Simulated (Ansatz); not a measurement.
ZnS (zinc blende, space group No. 216), PBE in the plane-wave PAW code Ansatz. The conduction-band minimum lies at Γ, with 1 equivalent valley. Second derivatives d²E/dk² of the lowest band at one valley (eV·Å²), along Cartesian directions:

| direction | d²E/dk² |
|---|---|
| [100] | 45.55 |
| [010] | 45.55 |
| [001] | 45.55 |
| [110] | 45.52 |
| [101] | 45.52 |
| [011] | 45.52 |

**Question.** Find the principal effective masses, the density-of-states mass and the conductivity mass.

**Answer.** Off-diagonal terms follow from H_xy = H[110] − (H_xx + H_yy)/2, and m*/mₑ = 7.620 eV·Å² over each eigenvalue: 0.17, 0.17, 0.17. One valley's DOS mass (m₁m₂m₃)^(1/3) = 0.17, conductivity mass 3/(Σ 1/mᵢ) = 0.17 mₑ.

**Question.** What effective density of states Nc follows at 300 K for parabolic valleys?

**Answer.** Nc = 2.509e19 × 1 × (0.17)^(3/2) ≈ 1.8e18 cm⁻³.

Space group F-43m (zinc blende). The PBE relaxation kept the symmetry of its start.

Potentials: the later of the program's two PAW sets.

Edges and masses are those of Kohn–Sham bands, whose gap is no quasiparticle gap.
